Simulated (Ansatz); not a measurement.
## NaCl: do energies and stresses tell the same story?

The calculation used DFT r2SCAN, scalar-relativistic, plane waves, PAW (Ansatz).

Plane waves to 500 eV, a k mesh through Γ of 8×8×8 on the computed 2-atom cell and Gaussian smearing (0.02 eV); no spin polarisation.

Relaxed cell: Fm-3m, a = 5.608 Å, b = 5.608 Å, c = 5.608 Å, α = 90.00°, β = 90.00°, γ = 90.00°, 2 atoms in the primitive cell.

Energies at zero smearing and pressures from the stress tensor, at volumes with shape and atoms relaxed:
| V (Å³/atom) | E − E(first) (meV/atom) | P (GPa) |
| --- | --- | --- |
| 20.723 | 0.00 | 1.97 |
| 21.384 | -5.85 | 0.90 |
| 22.046 | -7.65 | 0.00 |
| 22.707 | -6.04 | -0.76 |
| 23.369 | -1.55 | -1.40 |

Question: Check P = −dE/dV between neighbouring volumes, and get the bulk modulus from the pressures alone.

Answer: With 1 eV/Å³ = 160.2 GPa:
```tsv
middle V (Å³/atom)	−ΔE/ΔV (GPa)	mean P (GPa)
21.054	1.417	1.433
21.715	0.436	0.449
22.376	-0.389	-0.379
23.038	-1.087	-1.077
```

The two differ by 0.02 GPa at most. The mean of two end pressures misses the average over a step by about ΔV² P″/12, up to 0.02 GPa here; with that taken off 0.00 GPa remains. Around V = 22.046 Å³/atom, the two neighbours give B = −V ΔP/ΔV = 22.046 × 1.66 / 1.323 = 27.6 GPa, against B0 = 27.5 GPa from the Birch–Murnaghan fit of the energies.

Cost: 6 runs of about 0.53 core-minutes in all, on Arm Neoverse V2 (shared hosts).